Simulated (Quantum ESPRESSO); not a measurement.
## Zn3O2FCl (input and log of a self-consistent run)

Computed values, not a measurement. The program is pw.x of Quantum ESPRESSO 7.5 (plane-wave density functional theory). The cell is made up: 7 atoms on a wurtzite lattice with one site empty, with randomly drawn elements, strain and displacements, not relaxed. PseudoDojo standard norm-conserving files (v0.5 for PBE, v0.4.1 for LDA and PBEsol) set the functional; there is no spin polarisation, spin-orbit coupling or dispersion term, and the masses in the input are unused placeholders.

Input:

```
&control calculation='scf', pseudo_dir='./dojo.nc.sr.pbe.v0_5.standard.upf', outdir='./o', disk_io='medium', tprnfor=.true., tstress=.true. /
&system ibrav=0, nat=7, ntyp=4, nbnd=49, ecutwfc=84.00895049, nosym=.true., tot_charge=0,
 occupations='smearing', smearing='fd', degauss=0.0018374661
/
&electrons conv_thr=7.350e-09, electron_maxstep=60, /
ATOMIC_SPECIES
Cl 1.0 Cl.upf
F 1.0 F.upf
O 1.0 O.upf
Zn 1.0 Zn.upf
CELL_PARAMETERS angstrom
3.433 0.0111 -0.0254
0.0193 5.9439 -0.0376
-0.0422 -0.036 5.5015
ATOMIC_POSITIONS angstrom
Zn 0.048 0.0335 0.1584
Zn 1.6561 3.0509 0.0198
Zn 1.6557 0.9956 2.7626
O -0.0463 0.1039 2.1193
F 1.7031 3.033 2.0514
Cl 1.6143 0.9855 4.7589
O 0.0165 3.9313 4.7298
K_POINTS automatic
5 4 4 1 1 1
```

The log is shortened where brackets say so; the opening notice, blank lines, dates and the lines on written files are dropped, and the path of the files is cut. It prints rydbergs, bohrs and kilobars, and counts compression as positive stress. With no partly filled state, the Fermi energy that it prints is only some level between the filled and the empty states on the mesh, and need not lie in the true gap.

```
     Program PWSCF v.7.5
     Parallel version (MPI & OpenMP), running on       1 processor cores
     Number of MPI processes:                 1
     Threads/MPI process:                     1
     [start-up lines left out]
     bravais-lattice index     =            0
     lattice parameter (alat)  =       6.4876  a.u.
     unit-cell volume          =     757.4884 (a.u.)^3
     number of atoms/cell      =            7
     number of atomic types    =            4
     number of electrons       =        86.00
     number of Kohn-Sham states=           49
     kinetic-energy cutoff     =      84.0090  Ry
     charge density cutoff     =     336.0358  Ry
     scf convergence threshold =      7.3E-09
     mixing beta               =       0.7000
     number of iterations used =            8  plain     mixing
     Exchange-correlation= PBE
                           (   1   4   3   4   0   0   0)
     [axes and pseudopotential details left out]
   Cartesian axes
     site n.     atom                  positions (alat units)
         1        Zn     tau(   1) = (   0.0139815   0.0097579   0.0461389  )
         2        Zn     tau(   2) = (   0.4823903   0.8886690   0.0057674  )
         3        Zn     tau(   3) = (   0.4822738   0.2899993   0.8046927  )
         4        O      tau(   4) = (  -0.0134863   0.0302641   0.6173117  )
         5        F      tau(   5) = (   0.4960805   0.8834550   0.5975337  )
         6        Cl     tau(   6) = (   0.4702148   0.2870573   1.3861768  )
         7        O      tau(   7) = (   0.0048061   1.1451127   1.3777005  )
     number of k points=    40  Fermi-Dirac smearing, width (Ry)=  0.0018
                       cart. coord. in units 2pi/alat
        k(    1) = (   0.1003556   0.0723737   0.0792474), wk =   0.0500000
        k(    2) = (   0.1015068   0.0733569   0.2352706), wk =   0.0500000
     [further k points left out]
     Dense  grid:    78773 G-vectors     FFT dimensions: (  40,  72,  64)
     Estimated max dynamical RAM per process >     112.53 MB
     Initial potential from superposition of free atoms
     starting charge      85.9996, renormalised to      86.0000
     Starting wfcs are   46 randomized atomic wfcs +    3 random wfcs
     total cpu time spent up to now is       10.6 secs
     per-process dynamical memory:    83.8 Mb
     Self-consistent Calculation
     iteration #  1     ecut=    84.01 Ry     beta= 0.70
     Davidson diagonalization with overlap
     ethr =  1.00E-02,  avg # of iterations =  4.1
     total cpu time spent up to now is       41.7 secs
     total energy              =   -1401.44509621 Ry
     estimated scf accuracy    <       1.90370393 Ry
     iteration #  2     ecut=    84.01 Ry     beta= 0.70
     Davidson diagonalization with overlap
     ethr =  2.21E-03,  avg # of iterations =  5.5
     total cpu time spent up to now is       80.8 secs
     total energy              =   -1400.31152066 Ry
     estimated scf accuracy    <      11.59197733 Ry
     iteration #  3     ecut=    84.01 Ry     beta= 0.70
     Davidson diagonalization with overlap
     ethr =  2.21E-03,  avg # of iterations =  4.0
     total cpu time spent up to now is      121.0 secs
     total energy              =   -1402.47416652 Ry
     estimated scf accuracy    <       0.48586685 Ry
     iteration #  4     ecut=    84.01 Ry     beta= 0.70
     Davidson diagonalization with overlap
     ethr =  5.65E-04,  avg # of iterations =  2.0
     total cpu time spent up to now is      149.7 secs
     total energy              =   -1402.49523872 Ry
     estimated scf accuracy    <       0.12467492 Ry
     iteration #  5     ecut=    84.01 Ry     beta= 0.70
     Davidson diagonalization with overlap
     ethr =  1.45E-04,  avg # of iterations =  2.1
     total cpu time spent up to now is      176.9 secs
     total energy              =   -1402.47894928 Ry
     estimated scf accuracy    <       0.05359233 Ry
     [iterations 6 to 7 left out]
     iteration #  8     ecut=    84.01 Ry     beta= 0.70
     Davidson diagonalization with overlap
     ethr =  1.34E-06,  avg # of iterations =  2.0
     total cpu time spent up to now is      293.0 secs
     total energy              =   -1402.48699650 Ry
     estimated scf accuracy    <       0.00003199 Ry
     iteration #  9     ecut=    84.01 Ry     beta= 0.70
     Davidson diagonalization with overlap
     ethr =  3.72E-08,  avg # of iterations =  2.0
     total cpu time spent up to now is      323.5 secs
     total energy              =   -1402.48700319 Ry
     estimated scf accuracy    <       0.00000580 Ry
     iteration # 10     ecut=    84.01 Ry     beta= 0.70
     Davidson diagonalization with overlap
     ethr =  6.74E-09,  avg # of iterations =  2.0
     total cpu time spent up to now is      354.8 secs
     total energy              =   -1402.48700356 Ry
     estimated scf accuracy    <       0.00000119 Ry
     iteration # 11     ecut=    84.01 Ry     beta= 0.70
     Davidson diagonalization with overlap
     ethr =  1.38E-09,  avg # of iterations =  2.0
     total cpu time spent up to now is      391.7 secs
     total energy              =   -1402.48700385 Ry
     estimated scf accuracy    <       0.00000017 Ry
     iteration # 12     ecut=    84.01 Ry     beta= 0.70
     Davidson diagonalization with overlap
     ethr =  2.01E-10,  avg # of iterations =  2.0
     total cpu time spent up to now is      426.9 secs
     End of self-consistent calculation
          k = 0.1004 0.0724 0.0792 (  9855 PWs)   bands (ev):
  -119.4616-118.9305-118.2834 -73.7436 -73.6463 -73.5212 -73.2543 -73.0506
   -73.0213 -72.5686 -72.4043 -72.3850 -15.1840 -12.8586 -10.5446  -9.4675
    -2.8789  -2.2227  -2.0513  -0.6036  -0.5551  -0.4379  -0.3124  -0.2128
     0.0079   0.0951   0.1991   0.3541   0.5002   0.5912   0.6978   0.7648
     1.0073   1.7451   2.6971   3.0464   3.9858   4.1555   4.7036   4.9149
     5.2555   5.5112   5.8858   8.0060   9.9669  10.3301  11.3132  13.0069
    13.5594
     [levels at the other k points left out]
     the Fermi energy is     6.5641 ev
!    total energy              =   -1402.48700388 Ry
     estimated scf accuracy    <          1.7E-09 Ry
     smearing contrib. (-TS)   =      -0.00000000 Ry
     internal energy E=F+TS    =   -1402.48700388 Ry
     The total energy is F=E-TS. E is the sum of the following terms:
     one-electron contribution =   -1163.31562552 Ry
     hartree contribution      =     601.58789380 Ry
     xc contribution           =    -171.54345345 Ry
     ewald contribution        =    -669.21581871 Ry
     convergence has been achieved in  12 iterations
     Forces acting on atoms (cartesian axes, Ry/au):
     atom    1 type  4   force =    -0.04200630   -0.16812405    0.08818060
     atom    2 type  4   force =     0.01095240    0.15407714    0.01594963
     atom    3 type  4   force =     0.00732680   -0.00919372   -0.21249638
     atom    4 type  3   force =    -0.00211036    0.05997079   -0.02195367
     atom    5 type  2   force =    -0.00014994   -0.05467305   -0.02365035
     atom    6 type  1   force =     0.03984776    0.00599630    0.07245719
     atom    7 type  3   force =    -0.01386036    0.01194659    0.08151298
     Total force =     0.358744     Total SCF correction =     0.000388
     Computing stress (Cartesian axis) and pressure
          total   stress  (Ry/bohr**3)                   (kbar)     P=       21.56
   0.00000677   0.00006210  -0.00003908            1.00        9.14       -5.75
   0.00006210  -0.00018497  -0.00007437            9.14      -27.21      -10.94
  -0.00003908  -0.00007437   0.00061790           -5.75      -10.94       90.90
     init_run     :     10.25s CPU     10.56s WALL (       1 calls)
     electrons    :    391.64s CPU    416.26s WALL (       1 calls)
     forces       :      4.84s CPU      4.91s WALL (       1 calls)
     stress       :     19.15s CPU     19.28s WALL (       1 calls)
     [timing details left out]
     PWSCF        :   7m 6.17s CPU   7m32.04s WALL
     JOB DONE.
```

In other units: free energy -19081.808 eV for the cell, pressure 2.16 GPa, largest force component 5.464 eV/Å. A rerun of the same cell at another strain at 1437 eV and a 7 x 6 x 6 mesh moved values by no more than 0.002 eV in energy, 0.04 GPa in stress and 0.003 eV/Å in force.